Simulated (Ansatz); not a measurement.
One crystal and one scan (scan of one atom of the cell) at two levels, PBE (plane waves to 420 eV, PAW, scalar-relativistic; Ansatz, a first-principles code) and r2SCAN (plane waves to 500 eV, PAW, scalar-relativistic; Ansatz), each from its own relaxed cell and on its own mesh.

The crystal is PbSe (rock salt); one Pb atom of a 2-atom cell moves by s along Cartesian [110], with its periodic images.

E stands for the smeared free energy. PbSe was relaxed with its symmetry unable to fall. Spin-orbit coupling is left out, though Pb is heavy. Both scans cover s from -0.620 to 0.620 Å.

| quantity | run 1 | run 2 |
|---|---|---|
| Lattice constant a (Å) | 6.178 | 6.218 |
| Energy at s = 0.620 Å (meV/cell) | 308 | 289 |
| Force along the line at s = -0.620 Å (eV/Å) | 1.615 | 1.503 |

Task: Which run is which level?

Result: Run 2 is PBE, run 1 is r2SCAN. PBE gives the higher value for: lattice constant a. PBE gives the lower value for: energy at s = 0.620 Å; force along the line at s = -0.620 Å. Both give the same symmetry of the curve: even: the same for both signs. Neither level is exact: the differences show how much the result hangs on the functional.

(A displaced cell: forces are minus the slopes of the energy, force constants its curvatures, and phonons follow from these.)
